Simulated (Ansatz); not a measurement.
AlP:
```xyz
6
Lattice="3.8209 0.0000 0.0000 -1.9105 3.3090 0.0000 0.0000 0.0000 8.6326" Properties=species:S:1:pos:R:3 pbc="T T T"
Al     1.9105     0.0000     4.3163
Al    -0.9552     1.6545     1.4388
Al     0.9552     1.6545     7.1938
P      1.9105     0.0000     0.0000
P     -0.9552     1.6545     5.7551
P      0.9552     1.6545     2.8775
```

Relaxed with PBEsol. Special points in fractions of this cell's reciprocal vectors: Γ (0.000, 0.000, 0.000); M (0.500, 0.000, 0.000); K (0.333, 0.333, 0.000); A (0.000, 0.000, 0.500); L (0.500, 0.000, 0.500); H (0.333, 0.333, 0.500).

Task: List the band energies nearest the valence-band maximum at these points for plane-wave PAW PBEsol (Ansatz code).

Result: In eV from the valence-band maximum; about four levels below and three above (degenerate sets whole), none deeper than 8.9 eV; points with the same levels are listed once.

```tsv
k	below	above
Γ	-0.36 -0.36 -0.04 0.00	2.04 2.04 2.18
M	-2.49 -1.89 -1.66 -1.60	0.84 1.33 1.54
K	-3.72 -3.72 -2.21 -1.62 -1.62	1.16 2.44 2.44
A	-0.57 -0.41 -0.18 -0.18	1.80 2.79 2.79
L	-2.39 -1.97 -1.85 -1.38	1.46 2.02 2.22
H	-3.52 -3.52 -2.35 -1.39	2.39 3.56 3.56
```

Space group P6_222. The start of the workflow was typed in or built on a structure type; neither database checked (COD, Materials Project) lists it. It is not the phase usual at ambient conditions (space group No. 216). Symmetry was held in the PBEsol relaxation; its stability against distortions is not shown here.

Potentials: the earlier of the program's two PAW sets. The files were generated under PBE; for other functionals the program regenerates the frozen cores, and for LDA and PBEsol the local potential too.
